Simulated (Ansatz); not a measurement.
Ce (fcc, Cu type)

```
Ce
1.0
    0.00000     2.33195     2.33195
    2.33195     0.00000     2.33195
    2.33195     2.33195     0.00000
Ce
1
Cartesian
  0.00000   0.00000   0.00000
```

The slice is a {100} plane (indices of the conventional cell) through the point (0.000, 0.000, 0.000) (fractional), spanned by u = [100] and v = [0 1 -1] in vectors of this cell: u (3.30 Å) and v (3.30 Å, at 90° to u). It covers one period; positions are fractions (u, v).

These are r2SCAN (plane waves to 500 eV, PAW, scalar-relativistic; Ansatz, a first-principles code) values and carry that method's errors. k mesh 17×17×17. Near the nuclei the fields are pseudised (PAW); where an atom keeps semicore shells as valence, they peak there. Ce is run without spin polarisation. Ce was relaxed with its symmetry unable to fall. The relaxed volume of Ce is well below the measured one. The filling of the f shell was not checked against other fillings, so treat energies with care.

Three fields on this plane, each scaled to ten steps between its own extremes (0 low, 9 high; the total valence density on a logarithmic scale, the potential cut 8 eV below its top; x marks points blanked near nuclei; v = 0 in the bottom row):

Map A
```
|xxxxxxxxxx0000233320000xxxxxxxxx|
|xxxxxxxxxx0001234321000xxxxxxxxx|
|xxxxxxxxxx0001344431000xxxxxxxxx|
|xxxxxxxxx000023444320000xxxxxxxx|
|xxxxxxxxx000134555431000xxxxxxxx|
|xxxxxxxx00002355555320000xxxxxxx|
|xxxxxxx0000134566654310000xxxxxx|
|xxxxxx000013456777654310000xxxxx|
|xxxx0000002456777776542000000xxx|
|00000000124567788877654210000000|
|00000001345678888888765431000000|
|00000123456788899988876543210000|
|00112334567888999998887654332110|
|22233455677889999999887765543322|
|33344556778899999999988776554433|
|33444556778899999999988776554443|
|33344556778899999999988776554433|
|22233455677889999999887765543322|
|00112334567888999998887654332110|
|00000123456788899988876543210000|
|00000001345678888888765431000000|
|00000000124567788877654210000000|
|xxxx0000002456777776542000000xxx|
|xxxxxx000013456777654310000xxxxx|
|xxxxxxx0000134566654310000xxxxxx|
|xxxxxxxx00002355555320000xxxxxxx|
|xxxxxxxxx000134555431000xxxxxxxx|
|xxxxxxxxx000023444320000xxxxxxxx|
|xxxxxxxxxx0001344431000xxxxxxxxx|
|xxxxxxxxxx0001234321000xxxxxxxxx|
|xxxxxxxxxx0000233320000xxxxxxxxx|
|xxxxxxxxxx0000233320000xxxxxxxxx|
```

Map B
```
|xxxxxxxxxx8531000001358xxxxxxxxx|
|xxxxxxxxxx8531000001358xxxxxxxxx|
|xxxxxxxxxx8521000001258xxxxxxxxx|
|xxxxxxxxx974210000012479xxxxxxxx|
|xxxxxxxxx863210000012368xxxxxxxx|
|xxxxxxxx97532111111123579xxxxxxx|
|xxxxxxx9864211111111124689xxxxxx|
|xxxxxx986432112222211234689xxxxx|
|xxxx9876432222333332222346789xxx|
|88887654322223445443222234567888|
|65554332222234566654322222334555|
|33322221122345677765432211222233|
|11111111123456788876543211111111|
|00000011234567899987654321100000|
|00000011234678999998764321100000|
|00000011235678999998765321100000|
|00000011234678999998764321100000|
|00000011234567899987654321100000|
|11111111123456788876543211111111|
|33322221122345677765432211222233|
|65554332222234566654322222334555|
|88887654322223445443222234567888|
|xxxx9876432222333332222346789xxx|
|xxxxxx986432112222211234689xxxxx|
|xxxxxxx9864211111111124689xxxxxx|
|xxxxxxxx97532111111123579xxxxxxx|
|xxxxxxxxx863210000012368xxxxxxxx|
|xxxxxxxxx974210000012479xxxxxxxx|
|xxxxxxxxxx8521000001258xxxxxxxxx|
|xxxxxxxxxx8531000001358xxxxxxxxx|
|xxxxxxxxxx8531000001358xxxxxxxxx|
|xxxxxxxxxx8631000001368xxxxxxxxx|
```

Map C
```
|xxxxxxxxxx9753211123579xxxxxxxxx|
|xxxxxxxxxx9643210123469xxxxxxxxx|
|xxxxxxxxxx8643110113468xxxxxxxxx|
|xxxxxxxxx975421000124579xxxxxxxx|
|xxxxxxxxx975321000123579xxxxxxxx|
|xxxxxxxx97642110001124679xxxxxxx|
|xxxxxxx9865321000001235689xxxxxx|
|xxxxxx986532110000011235689xxxxx|
|xxxx9976542210000000122456799xxx|
|99987765322100000000012235677899|
|77665543221000000000001223455667|
|55444322110000000000000112234445|
|33332211100000000000000011122333|
|22211110000000000000000000111122|
|11110000000000000000000000000111|
|11000000000000000000000000000001|
|11110000000000000000000000000111|
|22211110000000000000000000111122|
|33332211100000000000000011122333|
|55444322110000000000000112234445|
|77665543221000000000001223455667|
|99987765322100000000012235677899|
|xxxx9976542210000000122456799xxx|
|xxxxxx986532110000011235689xxxxx|
|xxxxxxx9865321000001235689xxxxxx|
|xxxxxxxx97642110001124679xxxxxxx|
|xxxxxxxxx975321000123579xxxxxxxx|
|xxxxxxxxx975421000124579xxxxxxxx|
|xxxxxxxxxx8643110113468xxxxxxxxx|
|xxxxxxxxxx9643210123469xxxxxxxxx|
|xxxxxxxxxx9753211123579xxxxxxxxx|
|xxxxxxxxxx9753211123579xxxxxxxxx|
```

Assign the maps to these fields: electron localisation function (ELF); valence electron density; electrostatic potential energy of an electron, from the cell's mean.

A is the electrostatic potential energy of an electron, from the cell's mean; B is the electron localisation function (ELF); C is the valence electron density.
